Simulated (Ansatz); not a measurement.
Pt: an elastic constant from a strain scan

The calculation used DFT PBEsol, scalar-relativistic, plane waves, PAW (Ansatz). Settings: plane waves to 420 eV, k-mesh 20×20×20 (Γ-centred), Gaussian smearing 0.15 eV. Spin–orbit coupling is left out, which can shift energies with elements as heavy as these. No spin polarisation. Energies are free energies at this smearing, counted from the undisturbed cell; pressure is positive in compression.

Reference structure (as given, not relaxed at this level; it stands at 0.6 GPa):

```
Pt
1.0
     0.00000    1.95790    1.95790
     1.95790    0.00000    1.95790
     1.95790    1.95790    0.00000
Pt
1
Direct
  0.00000 0.00000 0.00000
```

The cell is strained by ε times the Voigt pattern (1, 1, 0, 0, 0, 0) (xx, yy, zz, yz, xz, xy; engineering shear) with fractional coordinates fixed. The cell holds 1 atom in V0 = 15.01 Å³. The stress column is τ = (1/V0) dE/dε, got from the stress tensor σ (compression positive) at each point as −det(1 + εP) σ : P(1 + εP)⁻¹, with P the pattern as a tensor.

| ε | ΔE (meV/atom) | τ (GPa) |
| --- | --- | --- |
| -0.1000 | 853.614 | -216.364 |
| -0.0750 | 438.402 | -141.229 |
| -0.0500 | 179.286 | -82.424 |
| -0.0250 | 42.291 | -36.503 |
| 0.0000 | 0.000 | -1.192 |
| 0.0250 | 30.096 | 25.633 |
| 0.0500 | 114.911 | 45.839 |
| 0.0750 | 240.804 | 60.900 |
| 0.0875 | 315.712 | 66.874 |
| 0.1000 | ? | ? |

Which combination of elastic constants does this scan measure, and how large is it?

For small ε, τ = τ0 + Kε with K = pᵀCp, which for this pattern is 2(C11 + C12) in the cubic axes. The parabola through τ at ε = -0.0250, 0 and 0.0250 has slope K = 1243 GPa at zero. The energies per cell, E = NΔE, of the same two points give K = 2[E(ε₊)/ε₊ − E(ε₋)/ε₋]/[(ε₊ − ε₋)V0] = 1236 GPa, in agreement.

Predict the withheld row at ε = 0.1000 from the harmonic law, and compare.

ΔE = V0(τ0 ε + Kε²/2)/N = 570.980 meV/atom and τ = 123.08 GPa. The calculation gives 397.104 meV/atom and 71.99 GPa: the energy lies 30 % below the harmonic value, as bonds soften when stretched.

In a metal these slopes depend on the k mesh and the smearing.